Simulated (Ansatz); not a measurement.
# EuGe₂ (P-3m1): U = 2 eV on Eu f

The calculation used DFT, LDA+U, PAW with Ansatz's default frozen-core files, scalar-relativistic in Ansatz.

Command: `ansatz run input.yaml --threads 2 --pin off --max-ram 6144MiB --backend cpu --events-out ev --progress --plain --runs-dir out`

```yaml
crystal:
  lattice:
    - [4.3582518841, 0.0, 0.0]
    - [-2.179125942, 3.7743568477, 0.0]
    - [0.0, 0.0, 4.29062733]
  atoms:
    - { symbol: Eu, position: [0.0, 0.0, 0.0], spin: 7.0 }
    - { symbol: Ge, position: [0.6666666667, 0.3333333333, 0.51573293] }
    - { symbol: Ge, position: [0.3333333333, 0.6666666667, 0.48426707] }
magnetization:
  spin_polarized: true
kpoints:
  mp_grid: { grid: [8, 8, 7] }
scf:
  occupations: { method: fermi_dirac, width: 0.03 }
hamiltonian:
  xc: lda
  pseudopotentials: { kind: paw }
  hubbard: { sites: [{ species: Eu, l: f, u_eff: 2 }] }
output:
  forces: true
  stress: true
  eigenvalues: true
  hubbard: { sites: [{ species: Eu, l: f }] }
  populations: true
```

Output:

```
Eu: projections on atomic orbitals take those of the free atom [Kr 4d10] 4f7 5s2 5p6 5d0 6s2, of charge +0.00 (hamiltonian.pseudopotentials.projection_atoms); the dataset's partial waves leave at most 1.0e-3 of an orbital's norm unspanned inside its sphere
Ge: projections on atomic orbitals take those of the free atom [Ar] 3d10 4s2 4p2, of charge +0.00 (hamiltonian.pseudopotentials.projection_atoms); the dataset's partial waves leave at most 1.2e-6 of an orbital's norm unspanned inside its sphere
Engine: ansatz 0.2.0
Pseudopotentials: kind: paw
Pseudopotential: Eu, paw, valence charge 17, recommended cutoff 420 eV (normal), Eu.paw.azcp
Pseudopotential: Ge, paw, valence charge 14, recommended cutoff 420 eV (normal), Ge.paw.azcp
Functional definition: SPW92
  exchange = slater_x
  correlation = pw_c
Crystal: 3 atoms, lattice volume = 70.579 Å³
Basis set: ecut = 420 eV, 1377 PW (Γ)
Bands: 34, of which v1, the nominal top of the filled ones, is band 23 counted from 1 (22 counted from 0)
Symmetry: 12 space group operations
Space group: P-3m1 (ITA 164), of the structure as read, at distance tolerance 4.1e-5 Å
Magnetic group: BNS 164.85 (UNI 1315), of the structure as read, at distance tolerance 4.1e-5 Å
k-points: 55 of 448
Non-local potential: Eu, projectors of the file, l = 0: 3, l = 1: 2, l = 2: 2, l = 3: 3
Non-local potential: Ge, projectors of the file, l = 0: 2, l = 1: 2, l = 2: 3, l = 3: 1
PAW form: soft (Blöchl's): semilocal exchange-correlation on the pseudo side does not see the compensation charge
PAW frozen core: Eu, regenerated for the run's functional, and the local potential with it (the file was generated under x = pbe(κ = 0.804, μ = 0.2195149727645171), c = pbe(β = 0.06672455060314922))
PAW frozen core: Ge, regenerated for the run's functional, and the local potential with it (the file was generated under x = pbe(κ = 0.804, μ = 0.2195149727645171), c = pbe(β = 0.06672455060314922))
PAW one-centre angular grid: Eu, 590 points (default); XC on 64 Gauss nodes
PAW one-centre angular grid: Ge, 590 points (default); XC on 64 Gauss nodes
Initial density: superposition of atomic densities (chi_scale 0.1, normalization cell)
Initial wavefunctions: pseudopotential atomic-orbital guess
Functional: x = slater, c = lda
SCF iter   1: F=—  HF=-16997.724634 eV  |F-HF|=—  |Δ(HF+E_count)|=         —  Δρ=3.01e-2 (↑3.01e-2 ↓2.80e-2)  dr2=5.04e-1  dr2_m=3.91e-1  M=6.801 μB ∫|m|=6.837 μB  β_m=0.30  ethr=3.10e-3  ⟨swp⟩=6.2  Hψ=14084  notcnv=0  defer=34
preconditioner: auto → Kerker (q_TF=auto, 2.531 Å⁻¹)  [metal: Δε(μ)=0.033 eV  Ē_g=19.195 eV  σ=0.030 eV  W_gap=0.26  n_scr=20 (ndim 8)  ℏωp=29.0 eV  f_vac=0.000  D(μ)=1.45/eV (n_scr^D=8)]
spin=Collinear: Kerker preconditioning applied to the charge; magnetization (m = ρ↑ − ρ↓) channel mixes plain (no charge-response kernel on spin).
SCF iter   2: F=—  HF=-16997.973548 eV  |F-HF|=—  |Δ(HF+E_count)|=   2.49e-1  Δρ=2.00e-2 (↑2.00e-2 ↓1.94e-2)  dr2=2.07e-1  dr2_m=1.90e-1  M=6.815 μB ∫|m|=6.856 μB  β_m=0.55  ethr=1.12e-3  ⟨swp⟩=2.4  Hψ=5973  notcnv=0
SCF iter   3: F=—  HF=-16998.454702 eV  |F-HF|=—  |Δ(HF+E_count)|=   4.81e-1  Δρ=1.27e-2 (↑1.27e-2 ↓4.73e-3)  dr2=1.36e-1  dr2_m=2.40e-2  M=6.893 μB ∫|m|=6.952 μB  β_m=0.54  ethr=4.61e-4  ⟨swp⟩=2.5  Hψ=7657  notcnv=0
SCF iter   4: F=—  HF=-16998.558298 eV  |F-HF|=—  |Δ(HF+E_count)|=   1.04e-1  Δρ=8.39e-3 (↑8.39e-3 ↓1.71e-3)  dr2=6.99e-2  dr2_m=9.80e-3  M=6.932 μB ∫|m|=6.997 μB  β_m=0.77  ethr=3.03e-4  ⟨swp⟩=2.6  Hψ=6864  notcnv=0
SCF iter   5: F=—  HF=-16998.593206 eV  |F-HF|=—  |Δ(HF+E_count)|=   3.49e-2  Δρ=1.21e-3 (↑9.68e-4 ↓1.21e-3)  dr2=5.78e-3  dr2_m=7.27e-5  M=6.998 μB ∫|m|=7.060 μB  β_m=0.77  ethr=1.55e-4  ⟨swp⟩=3.6  Hψ=9454  notcnv=0
SCF iter   6: F=—  HF=-16998.596308 eV  |F-HF|=—  |Δ(HF+E_count)|=   3.10e-3  Δρ=1.75e-3 (↑1.75e-3 ↓7.22e-4)  dr2=1.59e-3  dr2_m=5.15e-4  M=6.976 μB ∫|m|=7.041 μB  β_m=0.79  ethr=1.28e-5  ⟨swp⟩=2.4  Hψ=7940  notcnv=0
[...]
Initial density: handed on by an earlier stage of this run
[...]
iteration 1: the SCF starts in the orbital order of the open f shells that the search before it chose, by its bands or by converging an SCF in each of two, with that order's moments; no other order was found more than 0.2 meV higher (one found slightly lower counts as degenerate)
preconditioner: auto → Kerker (q_TF=auto, 2.531 Å⁻¹)  [metal: Δε(μ)=0.012 eV  Ē_g=19.834 eV  σ=0.030 eV  W_gap=0.10  n_scr=20 (ndim 8)  ℏωp=29.0 eV  f_vac=0.000  D(μ)=2.05/eV (n_scr^D=20)]
spin=Collinear: Kerker preconditioning applied to the charge; magnetization (m = ρ↑ − ρ↓) channel mixes plain (no charge-response kernel on spin).
SCF iter   2: F=—  HF=-16998.600030 eV  |F-HF|=—  |Δ(HF+E_count)|=   4.29e-4  Δρ=1.71e-3 (↑1.71e-3 ↓2.07e-4)  dr2=2.61e-3  dr2_m=4.18e-4  M=6.967 μB ∫|m|=7.033 μB  β_m=0.30  ethr=1.60e-7  ⟨swp⟩=2.8  Hψ=7470  notcnv=0
SCF iter   3: F=—  HF=-16998.599682 eV  |F-HF|=—  |Δ(HF+E_count)|=   3.47e-4  Δρ=7.45e-4 (↑7.45e-4 ↓1.11e-4)  dr2=2.13e-4  dr2_m=1.10e-4  M=6.952 μB ∫|m|=7.020 μB  β_m=0.26  ethr=1.60e-7  ⟨swp⟩=2.3  Hψ=7410  notcnv=0
SCF iter   4: F=—  HF=-16998.599634 eV  |F-HF|=—  |Δ(HF+E_count)|=   4.83e-5  Δρ=1.02e-4 (↑1.02e-4 ↓9.43e-5)  dr2=3.02e-5  dr2_m=3.57e-6  M=6.956 μB ∫|m|=7.023 μB  β_m=0.63  ethr=1.60e-7  ⟨swp⟩=2.0  Hψ=5796  notcnv=0
SCF iter   5: F=—  HF=-16998.599632 eV  |F-HF|=—  |Δ(HF+E_count)|=   1.78e-6  Δρ=1.58e-4 (↑1.58e-4 ↓1.64e-5)  dr2=1.60e-5  dr2_m=3.83e-6  M=6.954 μB ∫|m|=7.022 μB  β_m=0.81  ethr=6.71e-8  ⟨swp⟩=2.0  Hψ=4815  notcnv=0
SCF iter   6: F=—  HF=-16998.599631 eV  |F-HF|=—  |Δ(HF+E_count)|=   1.48e-6  Δρ=3.25e-5 (↑3.25e-5 ↓9.34e-6)  dr2=8.44e-7  dr2_m=1.91e-7  M=6.955 μB ∫|m|=7.022 μB  β_m=0.67  ethr=3.56e-8  ⟨swp⟩=2.0  Hψ=4678  notcnv=0
SCF iter   7: F=—  HF=-16998.599630 eV  |F-HF|=—  |Δ(HF+E_count)|=   2.49e-7  Δρ=1.37e-5 (↑1.37e-5 ↓3.48e-6)  dr2=1.27e-7  dr2_m=3.61e-8  M=6.955 μB ∫|m|=7.022 μB  β_m=0.63  ethr=1.88e-9  ⟨swp⟩=2.0  Hψ=5432  notcnv=0
SCF iter   8: F=-16998.599630 eV  HF=-16998.599630 eV  |F-HF|=3.99e-8  |Δ(HF+E_count)|=   1.22e-8  Δρ=7.62e-6 (↑7.62e-6 ↓2.06e-6)  dr2=5.31e-8  dr2_m=1.08e-8  M=6.955 μB ∫|m|=7.022 μB  ethr=2.22e-10  ⟨swp⟩=4.5  Hψ=11531  notcnv=0
SCF 1 converged in 8 iterations: F = -16998.599630 eV  dr2 = 5.31e-8
  greatest PAW one-centre occupation: 1.000 electrons in one spin orbital (limit 2), on the Eu atom at site 0 (counted from 0), in its partial waves of l = 0
SCF converged after 16 iterations (8 of them in the search for the orbital order of the open f shells)
Magnetization: 6.9545 μB (25.9773 up, 19.0227 down)
Absolute magnetization: 7.0208 μB (∫|ρ↑−ρ↓|, with the PAW one-centre terms)
Spin contamination: 0.0586 ħ² per cell (⟨S²⟩ above its minimum at these occupations)
Per-site moments (μB) at R_I (Å): [(6.804514161172341, 1.3460871502829124), (-0.012503819314979162, 1.0394411022593135), (-0.012503819314979066, 1.0394411022593135)]
Free energy (F): -16998.599630 eV
Harris-Foulkes:  -16998.599630 eV  (|F-HF|=3.99e-8)
Internal energy: -16998.593741 eV  (E = F + TS)
E sigma→0 (E₀):  -16998.596686 eV
Entropy (-TS):   -0.005890 eV (-1.963 meV/atom)
Fermi energy:    10.900398 eV
--- Per-component energies (eV) ---
  E_band       = -240.672087
  E_kinetic    = 577.611939
  E_local      = -6456.780703  (includes V_loc(G=0)·N_el)
  E_nonlocal   = 1318.850293
  E_hartree    = 2758.283685
  E_xc         = -327.803527
  E_vxc        = -334.870438  (∫ρ·V_xc dr)
  E_hubbard    = 0.160147  (on-site DFT+U / exact-exchange correction)
  E_vhub       = -6.548539  (the Hubbard potential's part of the band-sum identity)
  E_paw        = -10068.208897  (= ΣΔE_a)
  E_vpaw       = -855.501842  (= ΣTr[D̂ρ^β])
  E_aug_tail   = 0.000553  (compensation charges beyond the density's cutoff)
  E_ewald      = -4805.658771
  E_core_change = 4.951541  (= ΣΔE_core)
  E_smearing   = -0.005890  (= −TS)
  E_closure    = -0.000000  (closes the sum)
  Σ components = -16998.599630   (vs F -16998.599630, Δ=0.00e0)
--- Forces (eV/Å), atoms counted from 1 ---
  atom   1  Eu     0.00000000     0.00000000    -0.00000000
  atom   2  Ge    -0.00000000     0.00000000     0.00135961
  atom   3  Ge     0.00000000     0.00000000    -0.00135961
  max |Σ_I F_I| component: 3.70e-17 eV/Å
--- Stress (GPa, compression-positive) ---
       -3.567736      -0.000000      -0.000000
       -0.000000      -3.567736       0.000000
       -0.000000       0.000000      -4.078102
  P = ⅓ Tr σ = -3.7379 GPa (-37.379 kbar)
--- Band table (eV; the first three rows and the last of 110) ---
  k-point 0 ↑: bands = ["-29.8389", "-13.6996", "-13.6996", "-13.6428", "-13.6254", "-13.6254", "-13.5885", "-13.5885", "-13.5240", "-13.5240", "-13.4806", "-8.6775", "-8.5835", "-8.5835", "-0.7076", "7.6612", "8.5001", "8.5001", "9.1933", "10.1041", "10.1041", "10.2537", "10.2537", "10.2975", "10.4053", "10.6054", "10.7208", "13.2580", "13.2580", "14.1288", "14.3744", "14.3744", "15.1978", "15.1978"]
  k-point 1 ↑: bands = ["-29.8383", "-13.6996", "-13.6996", "-13.6424", "-13.6255", "-13.6255", "-13.5883", "-13.5883", "-13.5243", "-13.5243", "-13.4802", "-8.7098", "-8.5809", "-8.5809", "-0.5863", "7.6620", "8.4103", "8.5737", "8.5737", "10.1200", "10.1200", "10.2567", "10.2921", "10.2921", "10.2976", "10.3671", "11.8058", "12.4493", "12.4493", "14.6562", "14.6562", "14.8147", "15.4266", "15.4989"]
  k-point 2 ↑: bands = ["-29.8368", "-13.6996", "-13.6996", "-13.6415", "-13.6258", "-13.6258", "-13.5879", "-13.5879", "-13.5250", "-13.5250", "-13.4793", "-8.7808", "-8.5750", "-8.5750", "-0.2939", "6.9523", "8.0954", "8.7481", "8.7481", "10.1704", "10.1704", "10.1905", "10.2527", "10.2980", "10.4196", "10.4196", "11.5894", "11.5894", "13.0802", "13.6514", "13.6514", "14.4763", "16.8038", "17.2595"]
  k-point 54 ↓: bands = ["-26.9191", "-13.8041", "-13.7138", "-13.6843", "-13.6358", "-13.5881", "-13.5714", "-13.5169", "-13.5110", "-13.5064", "-13.4840", "-6.6224", "-6.5245", "-6.4694", "1.6743", "2.4767", "7.1064", "9.2013", "9.3543", "12.6549", "14.0761", "14.3027", "15.8701", "16.3333", "16.4946", "16.6417", "16.7145", "16.7201", "16.7240", "16.8585", "16.8932", "17.1760", "17.7233", "18.1689"]
Occupation matrices written to <dir>
--- Löwdin populations: 3 sites ---
  site symbol       q [e]    m [muB]
     0     Eu     16.9020     6.9991
     1     Ge     14.0223    -0.0238
     2     Ge     14.0223    -0.0238
  spilling = 0.001184 (of n_electrons = 45.000000)
--- Occupation matrices: 1 shell (run DFT+U table (all-electron-ortho-atomic); ε = 3.69e-3) ---
  Eu0 f_4F: site group D3d (-3m)
  Eu0 f_4F up     Tr n = 6.8523  λ = 0.961 0.961 0.979 0.984 0.987 0.987 0.994  [2× z(x2-y2) 0.50 Eu(1.00) | y(3x2-y2) 0.99 A2u(1.00) | 3× xz2 0.33 Eu(0.67) | x(x2-3y2) 1.00 A1u(1.00)]
  Eu0 f_4F dn     Tr n = 0.0167  λ = 0.001 0.002 0.002 0.002 0.003 0.003 0.003  [7× z3 0.14 Eu(0.57)]
  Tr n, λ and their labels are of the run-group-symmetrised matrices; stabiliser: 12 of 24 elements of G0×{1,Θ} (closed), max defect 4.3e-15 at τ = 7.8e-4
```

populations.tsv:

```
# site	symbol	l	j	q_up	q_dn
# orbitals = lowdin
# n_electrons = 45.000000
# spilling = 0.001184
# projection_atom_Eu: [Kr 4d10] 4f7 5s2 5p6 5d0 6s2
# projection_atom_Ge: [Ar] 3d10 4s2 4p2
0	Eu	0_5S	-	0.973977	0.977882
0	Eu	0_6S	-	0.172101	0.157274
0	Eu	1_5P	-	2.989271	2.982755
0	Eu	2_5D	-	0.953872	0.812818
0	Eu	3_4F	-	6.861337	0.020748
1	Ge	0_4S	-	0.678259	0.687985
1	Ge	1_4P	-	1.322825	1.337038
1	Ge	2_3D	-	4.998184	4.998060
2	Ge	0_4S	-	0.678259	0.687985
2	Ge	1_4P	-	1.322825	1.337038
2	Ge	2_3D	-	4.998184	4.998060
```

Site moments (μB): Eu1 6.80, Ge2 -0.01, Ge3 -0.01. Cell moment 6.95 μB.

The magnetic group in the log treats spin as a scalar label, without spin–orbit coupling.

The PAW files were made with PBE; the program remakes their cores once for the run's functional and then keeps them frozen. Spin–orbit coupling is left out although heavy atoms are present. With open f shells a run can end in a state that isn't the lowest. The magnetic state is the one that this cell and start allow. It needn't be the compound's measured order, which may need a larger cell or be absent.

It took 25 s on 2 threads of Arm Neoverse V1, with other jobs on the host, peak memory 0.57 GiB.
